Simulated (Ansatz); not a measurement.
Values for one crystal, relaxed and computed with HSE06 (plane waves, PAW; program Ansatz); other levels are named.

| Item | Value |
|---|---|
| Volume per atom | 7.68 Å³ |
| Electronic character | metallic (no gap) |
| Pressure derivative B′ | 4.3 |
| Bulk modulus (Birch–Murnaghan fit) | 416 GPa |

Q: Pick the material that matches.
A) HgSe, zinc blende
B) Hf3Si, Fm-3m (Si on 4a, Hf on 4b, Hf on 8c)
C) CrN, P-6m2 (Cr on 1f, N on 1c)
D) TiGe, rock salt

A: C, CrN, P-6m2 (Cr on 1f, N on 1c)

The first step of the workflow began from a Materials Project structure, measured or hypothetical; the Crystallography Open Database copy checked does not list it. COD files the formula under space group No. 225, so this cell is another polymorph or a model. Its standing as an ambient phase is unchecked. The cell was relaxed with HSE06 under the symmetry of its start; its stability against distortions is not shown here. The workflow began spin-polarised and lost its moments. The cell computed holds one magnetic atom, so no antiferromagnetic order was within reach. The hybrid run found no gap, on a coarse k-mesh.

Potentials: the later of the program's two PAW sets.
